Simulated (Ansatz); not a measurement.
Computed with Ansatz, DFT PBE, scalar-relativistic, plane waves, PAW. All cells share a 420 eV cutoff and Γ-centred k meshes spaced at most about 0.3 Å⁻¹ (about 0.25 or finer for metals, 2π included). No spin polarisation in the final relaxations.

Temperature and zero-point effects are left out. All come from trial cells, and lower structures may exist.

**Question.** Order these relaxed structures of SiSbTe₃ by energy, lowest first, with the energy over the lowest of them.
A.

Space group Pm-3m (No. 221). a = 5.267 Å, b = 5.267 Å, c = 5.267 Å, α = 90.00°, β = 90.00°, γ = 90.00°
```json
{"atom": "Si", "site": "1a", "symmetry": "m-3m", "x": "0.0000", "y": "0.0000", "z": "0.0000"}
{"atom": "Sb", "site": "1b", "symmetry": "m-3m", "x": "0.5000", "y": "0.5000", "z": "0.5000"}
{"atom": "Te", "site": "3d", "symmetry": "4/mm.m", "x": "0.5000", "y": "0.0000", "z": "0.0000"}
```

B.

Space group P-6m2 (No. 187). a = 4.895 Å, b = 4.895 Å, c = 9.149 Å, α = 90.00°, β = 90.00°, γ = 120.00°
| atom | site | symmetry | x | y | z |
| --- | --- | --- | --- | --- | --- |
| Si | 1b | -6m2 | 0.0000 | 0.0000 | 0.5000 |
| Sb | 1c | -6m2 | 0.3333 | 0.6667 | 0.0000 |
| Te | 2i | 3m. | 0.6667 | 0.3333 | 0.3492 |
| Te | 1a | -6m2 | 0.0000 | 0.0000 | 0.0000 |

C.

Space group R3m:H (No. 160). a = 7.627 Å, b = 7.627 Å, c = 13.567 Å, α = 90.00°, β = 90.00°, γ = 120.00°
| atom | site | symmetry | x | y | z |
| --- | --- | --- | --- | --- | --- |
| Si | 3a | 3m | 0.3333 | 0.6667 | 0.8655 |
| Sb | 3a | 3m | 0.3333 | 0.6667 | 0.1977 |
| Te | 9b | .m | 0.4908 | 0.5092 | 0.9863 |

D.

Space group Cm (No. 8). a = 7.745 Å, b = 7.497 Å, c = 6.417 Å, α = 90.00°, β = 96.39°, γ = 90.00°
| atom | site | symmetry | x | y | z |
| --- | --- | --- | --- | --- | --- |
| Si | 2a | m | 0.4444 | 0.5000 | 0.9529 |
| Sb | 2a | m | 0.1135 | 0.5000 | 0.3441 |
| Te | 4b | 1 | 0.2360 | 0.2379 | 0.0707 |
| Te | 2a | m | 0.4658 | 0.5000 | 0.5602 |

**Answer.** D (0 meV/atom), C (118 meV/atom), A (325 meV/atom), B (372 meV/atom). Forms: D Cm; C R3m; A cubic perovskite type, Pm-3m; B P-6m2. Counting all near atoms (for each partner element, those within 1.25 times its shortest distance or 1.15 times the sum of covalent radii, where it is the nearest in units of that sum or under 1.3; a plus sign parts groups by distance over the sum of covalent radii; the shortest distance is added where it exceeds 1.18 times the sum of covalent radii; a slash parts the counts of unlike sites): D has Si 5, Sb 3, Te 2/11; C has Si 3, Sb 3+3, Te 2+1; A has Si 6, Sb 12 from 3.7 Å, Te 2; B has Si 6 from 3.1 Å, Sb 3, Te 3/1+3. B holds Te–Te pairs (shortest 2.76 Å) (bonds between like non-metal atoms; other contacts aren't counted). Even the lowest lies +0.12 eV/atom against the elements.

No dispersion correction is applied, so the spacing and binding between layers, chains or molecules are poorly described (R3m, P-6m2), and this can change margins and order among such cells. Spin–orbit coupling, which can matter for Sb and Te, is left out. In Cm, R3m, Pm-3m, P-6m2 an odd number of electrons in the primitive cell allows no gap without spin; a larger cell or a magnetic state could open one. A magnetic state wasn't ruled out in cells without spin, among them Cm, R3m, Pm-3m, P-6m2. Cells relaxed within their symmetry can be saddle points. The Cm cell of SiSbTe3 came from shaking the Pm-3m one. Some candidate types were left out of the draw beforehand, so a known form may be missing.
